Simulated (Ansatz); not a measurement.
The relaxed structure here is a generated cell of TiPd: the first start was made by placing the elements on the sites of a structure type, and the end was not matched to a known phase here, so it may be hypothetical.

One starting cell of TiPd (a generated cell, TiPd built in the AFLOW prototype AB_tI8_141_a_b ("40", as in NbP)) was relaxed twice with Ansatz (plane waves, PAW, scalar-relativistic): with PBEsol at 420 eV and with PBE at 420 eV. The PBEsol result:

```yaml
crystal:
  lattice:
    - [-1.92086, 1.92086, 4.07031]
    - [1.92086, -1.92086, 4.07031]
    - [1.92086, 1.92086, -4.07031]
  atoms:
    - { symbol: Ti, position: [0.75000, 0.25000, 0.50000] }
    - { symbol: Ti, position: [0.00000, 0.00000, 0.00000] }
    - { symbol: Pd, position: [0.50000, 0.50000, 0.00000] }
    - { symbol: Pd, position: [0.25000, 0.75000, 0.50000] }
```

```
quantity                           PBEsol      PBE
--------------------------------  -------  -------
space group                       I4₁/amd  I4₁/amd
volume (Å³/atom)                    15.02    15.68
a (Å)                               3.842    3.884
c (Å)                               8.141    8.313
gap (eV, no spin-orbit coupling)     0.00     0.00
```

Both levels end in the same structure; PBE's volume is 4.4 % larger. Neither column is exact.

No spin polarisation in the result.

The run could not lose the symmetry of its start; a randomly shaken copy of 8 atoms returns to this structure.

All atoms sit on sites fixed by symmetry, so only the cell could relax.

Ansatz is a program for electronic structure.
